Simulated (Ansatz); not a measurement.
Put Ba5HfO2 in P4mm (No. 99): Ba on 1a, 1b, 1b, 1a and 1b; Hf on 1a; O on 1a and 1b. This trial cell of Ba5HfO2 was written down by chemical analogy.

The calculation used Ansatz, DFT PBE, scalar-relativistic, plane waves, PAW. Cutoff 420 eV, Γ-centred mesh, Gaussian smearing, no spin polarisation.

Formation energies are uncorrected and refer to the elements' standard structures at the same level (O₂ as a molecule).

**Question.** Which cell and coordinates does it relax to?

**Answer.**

Space group P4mm (No. 99). a = 3.783 Å, b = 3.783 Å, c = 19.228 Å, α = 90.00°, β = 90.00°, γ = 90.00°
```
atom  site  symmetry       x       y       z
  Ba    1a       4mm  0.0000  0.0000  0.0076
  Ba    1b       4mm  0.5000  0.5000  0.1765
  Ba    1b       4mm  0.5000  0.5000  0.7903
  Ba    1a       4mm  0.0000  0.0000  0.3385
  Ba    1b       4mm  0.5000  0.5000  0.5333
  Hf    1a       4mm  0.0000  0.0000  0.6607
   O    1a       4mm  0.0000  0.0000  0.2097
   O    1b       4mm  0.5000  0.5000  0.0435
```

Around Ba on its first site lie 4 O at 2.76 Å, 4 Ba at 3.78 Å, 1 O at 3.89 Å and 4 Ba at 4.21 Å; around Ba on its second site lie 1 O at 2.56 Å, 4 O at 2.75 Å, 4 Ba at 3.78 Å and 8 Ba at 4.11–4.21 Å; around Hf lie 8 Ba at 3.63–3.66 Å and 4 Hf at 3.78 Å; O on its first site is surrounded by 1 Ba at 2.48 Å and 4 Ba at 2.75 Å; 4 more sites not described. Another local minimum with the same sites may exist.

**Question.** And its energy and gap?

**Answer.** The energy over the elements is −0.96 eV/atom and the gap on the 8×8×2 mesh of the 8-atom cell is 0 eV (a metal).

The last run used Gaussian smearing of 0.10 eV. These runs have no spin–orbit coupling, which can matter for Hf. The cell is a metal run without spin; a magnetic state may lie lower. Symmetry constrained the relaxation, so the result can be a saddle point. Another cell of the same search, in C2, lies 188 meV/atom lower, so this cell isn't the stable form at this level.
